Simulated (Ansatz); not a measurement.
Si:
```
Si
1.0
    6.92149     1.92370     0.00000
   -6.92149     1.92370     0.00000
   -0.74974     0.00000     6.29346
Si
8
Direct
  0.05562   0.94438   0.87420
  0.94438   0.05562   0.12580
  0.55901   0.44099   0.65348
  0.44099   0.55901   0.34652
  0.21281   0.78719   0.05738
  0.78719   0.21281   0.94262
  0.72707   0.27293   0.58553
  0.27293   0.72707   0.41447
```

Relaxed with r²SCAN. Special points in fractions of this cell's reciprocal vectors: Γ (0.000, 0.000, 0.000); C (0.270, 0.270, 0.000); C2 (-0.270, 0.730, 0.000); Y2 (-0.500, 0.500, 0.000); M2 (-0.500, 0.500, 0.500); D (-0.265, 0.735, 0.500); D2 (0.265, 0.265, 0.500); A (0.000, 0.000, 0.500); L2 (0.000, 0.500, 0.500); V2 (0.000, 0.500, 0.000).

Task: List the band energies nearest the valence-band maximum at these points for r²SCAN in the plane-wave PAW code Ansatz.

Result: In eV from the valence-band maximum; about four levels below and three above (degenerate sets whole), none deeper than 8.9 eV; points with the same levels are listed once.

| k | below | above |
|---|---|---|
| Γ | -0.94 -0.79 -0.39 0.00 | 0.73 1.75 1.84 |
| C | -3.05 -2.78 -2.74 -1.74 | 1.23 1.41 1.75 |
| Y2 | -1.51 -1.18 -0.83 -0.43 | 0.56 1.40 2.41 |
| M2 | -2.19 -1.59 -1.22 -0.84 | 0.42 1.49 1.59 |
| D | -2.53 -2.26 -2.01 -1.93 | 1.57 1.67 1.86 |
| A | -1.52 -1.39 -1.11 -1.01 | 1.10 1.50 2.02 |
| L2 | -2.33 -2.09 -1.86 -1.54 | 1.23 1.63 1.77 |
| V2 | -3.07 -2.95 -2.32 -2.02 | 1.00 1.75 2.05 |

Space group C2/m. The workflow started from a Materials Project entry (that database holds measured and hypothetical structures alike); the Crystallography Open Database copy checked does not list it. It is not the phase usual at ambient conditions (space group No. 227). The r²SCAN relaxation kept the symmetry of its start; its stability against distortions is not shown here.

Potentials: the earlier of the program's two PAW sets. The files were generated under PBE; for other functionals the program regenerates the frozen cores, and for LDA and PBEsol the local potential too.
